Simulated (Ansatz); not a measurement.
Re:
```cif
data_Re3
_chemical_formula_sum 'Re3'
_space_group_name_H-M_alt 'P 1'
_space_group_IT_number 1
_cell_length_a 6.87278
_cell_length_b 6.87278
_cell_length_c 6.87278
_cell_angle_alpha 23.172
_cell_angle_beta 23.172
_cell_angle_gamma 23.172
loop_
_space_group_symop_operation_xyz
  'x, y, z'
loop_
_atom_site_label
_atom_site_type_symbol
_atom_site_fract_x
_atom_site_fract_y
_atom_site_fract_z
_atom_site_occupancy
Re1 Re 0.00000 0.00000 0.00000 1
Re2 Re 0.22234 0.22234 0.22234 1
Re3 Re 0.77766 0.77766 0.77766 1
```

Relaxed with r²SCAN.

Q: Tabulate the valence density and the electron localisation function along the shortest Re–Re contact (2.74 Å), r²SCAN in the plane-wave PAW code Ansatz.

A: 

| distance from Re (Å) | density (e/Å³) | ELF |
|---|---|---|
| 0.27 | 6.94 | 0.56 |
| 0.41 | 6.35 | 0.71 |
| 0.55 | 4.78 | 0.74 |
| 0.68 | 2.97 | 0.65 |
| 0.82 | 1.62 | 0.47 |
| 0.96 | 0.89 | 0.31 |
| 1.10 | 0.58 | 0.28 |
| 1.23 | 0.47 | 0.35 |
| 1.37 | 0.44 | 0.40 |
| 1.51 | 0.47 | 0.35 |
| 1.64 | 0.57 | 0.28 |
| 1.78 | 0.87 | 0.30 |
| 1.92 | 1.60 | 0.46 |
| 2.05 | 2.94 | 0.65 |
| 2.19 | 4.76 | 0.73 |
| 2.33 | 6.34 | 0.71 |
| 2.46 | 6.93 | 0.56 |

The density is the valence pseudo-density with augmentation charge, so density and ELF within about 1 Å of a nucleus are not all-electron values.

Space group R-3m (9R (Sm type)). The workflow started from a Materials Project entry (that database holds measured and hypothetical structures alike); the Crystallography Open Database copy checked does not list it. It is not the phase usual at ambient conditions (space group No. 194). Symmetry was held in the r²SCAN relaxation; its stability against distortions is not shown here. The run is not spin-polarised. Scalar-relativistic: spin–orbit coupling is off unless named, which matters more the heavier the elements.

Potentials: the later of the program's two PAW sets.
